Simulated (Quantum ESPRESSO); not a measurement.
## AlGaIn2P4 (input and log of a self-consistent run)

Computed values, not a measurement. The program is pw.x of Quantum ESPRESSO 7.5 (plane-wave density functional theory). The cell is made up: 8 atoms on a zincblende/diamond lattice, with randomly drawn elements, strain and displacements, not relaxed. PseudoDojo standard norm-conserving files (v0.5 for PBE, v0.4.1 for LDA and PBEsol) set the functional; there is no spin polarisation, spin-orbit coupling or dispersion term, and the masses in the input are unused placeholders.

Input:

```
&control calculation='scf', pseudo_dir='./dojo.nc.sr.pbe.v0_5.standard.upf', outdir='./o', disk_io='low', tprnfor=.true., tstress=.true. /
&system ibrav=0, nat=8, ntyp=4, nbnd=37, ecutwfc=79.96652505, nosym=.true., tot_charge=0,
 occupations='smearing', smearing='fd', degauss=0.0018374661
/
&electrons conv_thr=7.350e-09, electron_maxstep=60, /
ATOMIC_SPECIES
Al 1.0 Al.upf
Ga 1.0 Ga.upf
In 1.0 In.upf
P 1.0 P.upf
CELL_PARAMETERS angstrom
5.6189 -0.06 -0.0775
-0.06 5.568 0.0539
-0.0778 0.0541 5.6036
ATOMIC_POSITIONS angstrom
Al -0.0251 -0.1483 -0.0312
Ga -0.0233 2.6395 2.869
In 2.6814 0.0567 2.7111
In 2.7046 2.7266 0.0608
P 1.4029 1.3659 1.4228
P 1.2068 4.3106 4.0741
P 4.099 1.4709 3.9928
P 4.1402 4.2263 1.3344
K_POINTS automatic
4 4 4 1 1 1
```

The log is shortened where brackets say so; the opening notice, blank lines, dates and the lines on written files are dropped, and the path of the files is cut. It prints rydbergs, bohrs and kilobars, and counts compression as positive stress.

```
     Program PWSCF v.7.5
     Parallel version (MPI & OpenMP), running on       4 processor cores
     Number of MPI processes:                 4
     Threads/MPI process:                     1
     [start-up lines left out]
     bravais-lattice index     =            0
     lattice parameter (alat)  =      10.6198  a.u.
     unit-cell volume          =    1182.6105 (a.u.)^3
     number of atoms/cell      =            8
     number of atomic types    =            4
     number of electrons       =        62.00
     number of Kohn-Sham states=           37
     kinetic-energy cutoff     =      79.9665  Ry
     charge density cutoff     =     319.8661  Ry
     scf convergence threshold =      7.3E-09
     mixing beta               =       0.7000
     number of iterations used =            8  plain     mixing
     Exchange-correlation= PBE
                           (   1   4   3   4   0   0   0)
     [axes and pseudopotential details left out]
   Cartesian axes
     site n.     atom                  positions (alat units)
         1        Al     tau(   1) = (  -0.0044664  -0.0263891  -0.0055518  )
         2        Ga     tau(   2) = (  -0.0041461   0.4696824   0.5105205  )
         3        In     tau(   3) = (   0.4771383   0.0100894   0.4824232  )
         4        In     tau(   4) = (   0.4812666   0.4851813   0.0108190  )
         5        P      tau(   5) = (   0.2496372   0.2430533   0.2531783  )
         6        P      tau(   6) = (   0.2147425   0.7670441   0.7249605  )
         7        P      tau(   7) = (   0.7293913   0.2617374   0.7104936  )
         8        P      tau(   8) = (   0.7367225   0.7520435   0.2374481  )
     number of k points=    32  Fermi-Dirac smearing, width (Ry)=  0.0018
                       cart. coord. in units 2pi/alat
        k(    1) = (   0.1281047   0.1263234   0.1259194), wk =   0.0625000
        k(    2) = (   0.1315383   0.1239326   0.3767109), wk =   0.0625000
     [further k points left out]
     Dense  grid:   114203 G-vectors     FFT dimensions: (  64,  60,  64)
     Estimated max dynamical RAM per process >     217.08 MB
     Estimated total dynamical RAM >     784.69 MB
     Initial potential from superposition of free atoms
     starting charge      61.9865, renormalised to      62.0000
     Starting wfcs are   47 randomized atomic wfcs
     total cpu time spent up to now is        3.3 secs
     per-process dynamical memory:   155.1 Mb
     Self-consistent Calculation
     iteration #  1     ecut=    79.97 Ry     beta= 0.70
     Davidson diagonalization with overlap
     ethr =  1.00E-02,  avg # of iterations =  4.1
     Threshold (ethr) on eigenvalues was too large:
     Diagonalizing with lowered threshold
     Davidson diagonalization with overlap
     ethr =  6.52E-04,  avg # of iterations =  2.0
     total cpu time spent up to now is       11.5 secs
     total energy              =    -478.73346309 Ry
     estimated scf accuracy    <       0.41665034 Ry
     iteration #  2     ecut=    79.97 Ry     beta= 0.70
     Davidson diagonalization with overlap
     ethr =  6.72E-04,  avg # of iterations =  2.1
     total cpu time spent up to now is       15.7 secs
     total energy              =    -478.84149534 Ry
     estimated scf accuracy    <       0.09513315 Ry
     iteration #  3     ecut=    79.97 Ry     beta= 0.70
     Davidson diagonalization with overlap
     ethr =  1.53E-04,  avg # of iterations =  3.3
     total cpu time spent up to now is       20.0 secs
     total energy              =    -478.85887476 Ry
     estimated scf accuracy    <       0.00440386 Ry
     iteration #  4     ecut=    79.97 Ry     beta= 0.70
     Davidson diagonalization with overlap
     ethr =  7.10E-06,  avg # of iterations =  9.7
     total cpu time spent up to now is       26.2 secs
     total energy              =    -478.86011826 Ry
     estimated scf accuracy    <       0.00180365 Ry
     iteration #  5     ecut=    79.97 Ry     beta= 0.70
     Davidson diagonalization with overlap
     ethr =  2.91E-06,  avg # of iterations =  2.3
     total cpu time spent up to now is       30.3 secs
     total energy              =    -478.86043610 Ry
     estimated scf accuracy    <       0.00012172 Ry
     iteration #  6     ecut=    79.97 Ry     beta= 0.70
     Davidson diagonalization with overlap
     ethr =  1.96E-07,  avg # of iterations =  3.8
     total cpu time spent up to now is       34.9 secs
     total energy              =    -478.86046381 Ry
     estimated scf accuracy    <       0.00001577 Ry
     iteration #  7     ecut=    79.97 Ry     beta= 0.70
     Davidson diagonalization with overlap
     ethr =  2.54E-08,  avg # of iterations =  3.3
     total cpu time spent up to now is       39.3 secs
     total energy              =    -478.86046820 Ry
     estimated scf accuracy    <       0.00000135 Ry
     iteration #  8     ecut=    79.97 Ry     beta= 0.70
     Davidson diagonalization with overlap
     ethr =  2.17E-09,  avg # of iterations =  3.7
     total cpu time spent up to now is       43.9 secs
     total energy              =    -478.86046863 Ry
     estimated scf accuracy    <       0.00000017 Ry
     iteration #  9     ecut=    79.97 Ry     beta= 0.70
     Davidson diagonalization with overlap
     ethr =  2.73E-10,  avg # of iterations =  3.2
     total cpu time spent up to now is       48.6 secs
     total energy              =    -478.86046869 Ry
     estimated scf accuracy    <       0.00000001 Ry
     iteration # 10     ecut=    79.97 Ry     beta= 0.70
     Davidson diagonalization with overlap
     ethr =  2.09E-11,  avg # of iterations =  3.9
     total cpu time spent up to now is       53.5 secs
     End of self-consistent calculation
     [lines on levels left out]
!    total energy              =    -478.86046870 Ry
     estimated scf accuracy    <          3.6E-09 Ry
     smearing contrib. (-TS)   =      -0.00000000 Ry
     internal energy E=F+TS    =    -478.86046870 Ry
     The total energy is F=E-TS. E is the sum of the following terms:
     one-electron contribution =    -198.10352747 Ry
     hartree contribution      =     140.85537498 Ry
     xc contribution           =    -140.95230152 Ry
     ewald contribution        =    -280.66001469 Ry
     convergence has been achieved in  10 iterations
     Forces acting on atoms (cartesian axes, Ry/au):
     atom    1 type  1   force =     0.00190272    0.05960657   -0.02739874
     atom    2 type  2   force =     0.00876604    0.06310874   -0.04406534
     atom    3 type  3   force =     0.09480713   -0.06496756    0.01462353
     atom    4 type  3   force =     0.03183068    0.04684207   -0.07884490
     atom    5 type  4   force =    -0.16390000    0.02112967   -0.06438556
     atom    6 type  4   force =    -0.05181571   -0.07286370    0.06812431
     atom    7 type  4   force =     0.03710725   -0.02092776    0.09939067
     atom    8 type  4   force =     0.04130191   -0.03192802    0.03255603
     Total force =     0.304506     Total SCF correction =     0.000164
     Computing stress (Cartesian axis) and pressure
          total   stress  (Ry/bohr**3)                   (kbar)     P=       89.65
   0.00063004   0.00029180  -0.00001965           92.68       42.93       -2.89
   0.00029180   0.00060384  -0.00030968           42.93       88.83      -45.56
  -0.00001965  -0.00030968   0.00059432           -2.89      -45.56       87.43
     init_run     :      3.10s CPU      3.18s WALL (       1 calls)
     electrons    :     50.02s CPU     50.23s WALL (       1 calls)
     forces       :      0.73s CPU      0.74s WALL (       1 calls)
     stress       :      2.32s CPU      2.32s WALL (       1 calls)
     [timing details left out]
     PWSCF        :     56.26s CPU     56.59s WALL
     JOB DONE.
```

In other units: free energy -6515.229 eV for the cell, pressure 8.96 GPa, largest force component 4.214 eV/Å. A rerun of the same cell at another strain at 1377 eV and a 6 x 6 x 6 mesh moved values by no more than 0.008 eV in energy, 0.02 GPa in stress and 0.002 eV/Å in force.